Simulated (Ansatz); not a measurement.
Molecular dynamics on a 2×2×1 supercell (12 atoms) of MoS₂ (CdI2 type), relaxed with r2SCAN+rVV10. Forces come from r2SCAN in Ansatz 0.2.0: Langevin thermostat and barostat (NPT), 300 K, steps of 1 fs. Spin polarisation is off, nuclei are classical, and the run is far too short for thermal averages. The structure comes from a prototype and may be hypothetical.

```yaml
crystal:
  lattice:
    - [6.4404749029, 0.0, 0.0]
    - [-3.2202374514, 5.5776148783, 0.0]
    - [0.0, 0.0, 5.9450268322]
  atoms:
    - { symbol: Mo, position: [0.0, 0.0, 0.0] }
    - { symbol: S, position: [0.1666666667, 0.3333333333, 0.2600310812] }
    - { symbol: S, position: [0.3333333333, 0.1666666667, 0.7399689188] }
    - { symbol: Mo, position: [0.0, 0.5, 0.0] }
    - { symbol: S, position: [0.1666666667, 0.8333333333, 0.2600310812] }
    - { symbol: S, position: [0.3333333333, 0.6666666667, 0.7399689188] }
    - { symbol: Mo, position: [0.5, 0.0, 0.0] }
    - { symbol: S, position: [0.6666666667, 0.3333333333, 0.2600310812] }
    - { symbol: S, position: [0.8333333333, 0.1666666667, 0.7399689188] }
    - { symbol: Mo, position: [0.5, 0.5, 0.0] }
    - { symbol: S, position: [0.6666666667, 0.8333333333, 0.2600310812] }
    - { symbol: S, position: [0.8333333333, 0.6666666667, 0.7399689188] }
kpoints:
  mp_grid: { grid: [3, 3, 2] }
hamiltonian:
  xc: r2scan
scf:
  occupations: { method: fermi_dirac, width: 0.026 }
md:
  ensemble: npt_langevin
  temperature: 300
  timestep: 1.0
  n_steps: 20
  initial_velocities: maxwell_boltzmann
  seed: 8038
```

Command: `ansatz run input.yaml --threads 4 --pin off --max-ram 3686MiB --backend cpu --events-out ev --progress --plain --runs-dir out`.

Question: What wall time did it need on 4 threads of Intel(R) Xeon(R) Processor @ 2.50GHz (Skylake/Cascade Lake), with other jobs on the host, load about 0.9 per core, and what peak of host memory did it reach?

Answer: About 5.1 min, with a peak of 1.1 GiB.

```
step  t (fs)  T (K)  free energy F from step 0 (meV/atom)  kinetic energy (meV/atom)  pressure (GPa)  volume (Å³/atom)  largest force (eV/Å)
   0       0    275                                   0.0                       35.5            1.40             17.80                  0.11
   1       1    280                                   0.1                       36.1            1.38             17.80                  0.18
   2       2    267                                   0.3                       34.5            1.33             17.81                  0.26
   3       3    274                                   0.6                       35.5            1.27             17.82                  0.32
   4       4    285                                   1.1                       36.9            1.16             17.83                  0.40
   5       5    269                                   1.7                       34.8            1.00             17.85                  0.47
   6       6    274                                   2.4                       35.4            0.84             17.88                  0.55
   7       7    275                                   3.3                       35.5            0.65             17.90                  0.63
   8       8    268                                   4.4                       34.7            0.48             17.93                  0.71
   9       9    249                                   5.7                       32.2            0.35             17.95                  0.80
  10      10    243                                   6.9                       31.5            0.29             17.96                  0.87
  11      11    215                                   8.2                       27.8            0.27             17.97                  0.95
  12      12    219                                   9.5                       28.3            0.29             17.97                  1.03
  13      13    229                                  10.8                       29.6            0.32             17.98                  1.09
  14      14    230                                  12.1                       29.7            0.37             17.98                  1.16
  15      15    227                                  13.3                       29.3            0.46             17.98                  1.21
  16      16    241                                  14.5                       31.1            0.58             17.98                  1.26
  17      17    248                                  15.7                       32.0            0.68             17.98                  1.31
  18      18    233                                  16.7                       30.1            0.72             17.99                  1.34
  19      19    223                                  17.7                       28.8            0.75             17.99                  1.37
  20      20    219                                  18.6                       28.2            0.78             18.00                  1.39
```

The temperature starts at 275 K, is lowest at step 11 (215 K, 11 fs) and ends at 219 K. The thermostat hasn't had time to restore it.

Positions (Å) and forces (eV/Å) at step 20:
```
cell (Å): 6.465 0.000 0.000; -3.232 5.599 0.000; 0.000 0.000 5.968
Mo  -0.018  -0.016   0.023    -0.981  -0.050  -0.991
S    0.012   1.938   1.481    -0.067  -0.348   0.316
S    1.590   0.903   4.442    -0.037   0.626   0.177
Mo  -1.634   2.768  -0.034    -0.613  -0.029  -0.400
S   -1.716   4.720   1.495     0.891  -0.713   0.592
S    0.025   3.841   4.428    -0.117  -1.147   0.248
Mo   3.215   0.002   0.011     0.342   0.811  -0.456
S    3.270   1.848   1.555    -0.258   0.540  -0.035
S    4.838   0.914   4.353    -0.011   0.294   0.935
Mo   1.674   2.815   0.020     0.640   0.387  -0.354
S    1.572   4.757   1.574     0.282  -0.789  -0.222
S    3.239   3.694   4.393    -0.073   0.420   0.190
```
